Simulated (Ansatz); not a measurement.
Given:

BN:
```cif
data_B2N2
_chemical_formula_sum 'B2 N2'
_space_group_name_H-M_alt 'P 1'
_space_group_IT_number 1
_cell_length_a 2.49881
_cell_length_b 2.49881
_cell_length_c 6.60091
_cell_angle_alpha 90.000
_cell_angle_beta 90.000
_cell_angle_gamma 120.000
loop_
_space_group_symop_operation_xyz
  'x, y, z'
loop_
_atom_site_label
_atom_site_type_symbol
_atom_site_fract_x
_atom_site_fract_y
_atom_site_fract_z
_atom_site_occupancy
B1 B 0.33333 0.66667 0.25000 1
B2 B 0.66667 0.33333 0.75000 1
N1 N 0.33333 0.66667 0.75000 1
N2 N 0.66667 0.33333 0.25000 1
```

This is the r²SCAN+D4-relaxed structure.

Q: All from plane-wave PAW r²SCAN+D4 (Ansatz code), unless another level is named. Give the electron effective mass.

A: 0.25, 2.0, 3.4 mₑ (principal values).

Q: What about the smallest direct gap on the standard path?

A: 5.27 eV.

Q: Next, the hole effective mass?

A: 0.55, 2.8, 5.8 mₑ (principal values).

Q: Next, the weight of the valence-edge state by species (Voronoi cells)?

A: N 89 %, B 11 %.

Space group P6_3/mmc. The r²SCAN+D4 relaxation kept the symmetry of its start; phonons on a q-mesh show no instability.

Potentials: the later of the program's two PAW sets.
